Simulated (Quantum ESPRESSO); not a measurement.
**ZnS (changed cell): field gradients at the nuclei**

```
ZnS
1.0
    3.80580     0.00000     0.00000
   -1.90290     3.29592     0.00000
    0.00000     0.00000     6.23798
Zn S
2 2
Direct
  0.33333   0.66667   0.00014
  0.66667   0.33333   0.50014
  0.33333   0.66667   0.38127
  0.66667   0.33333   0.88127
```
The cell was made here from a computed Materials Project entry: S3 and its equivalents moved by 0.04 Å along (0.00, 0.00, 1.00), space group kept. The parent is ZnS in P6₃mc. Stability against distortions was not tested.

Computed: field gradients by a PBE PAW density (pw.x of a modified build of Quantum ESPRESSO, JTH datasets) with the all-electron reconstruction of Petrilli and co-workers, 20 Ha, k-mesh 7×7×4 through Γ.

```json
[
 {"site": "Zn (atoms 1, 2)", "site symmetry": "3m", "Vzz (10²¹ V/m²)": "1.25", "η_Q": "0.00", "∣C_Q∣ (MHz)": "4.55 (⁶⁷Zn)"},
 {"site": "S (atoms 3, 4)", "site symmetry": "3m", "Vzz (10²¹ V/m²)": "-0.21", "η_Q": "0.00", "∣C_Q∣ (MHz)": "0.35 (³³S)"}
]
```

Quadrupole moments taken as inputs (sizes, barn, from the tables of PySCF and pymatgen): ⁶⁷Zn 0.15, ³³S 0.0678.

Principal values are ordered |Vxx| ≤ |Vyy| ≤ |Vzz|, η = (Vxx − Vyy)/Vzz, and C_Q = eQVzz/h is given by its size. Cores are frozen. Against all-electron runs on small test molecules, this scheme's |Vzz| missed by +4 % on Zn, −3 % on S. The structure is static (0 K, no zero-point motion).
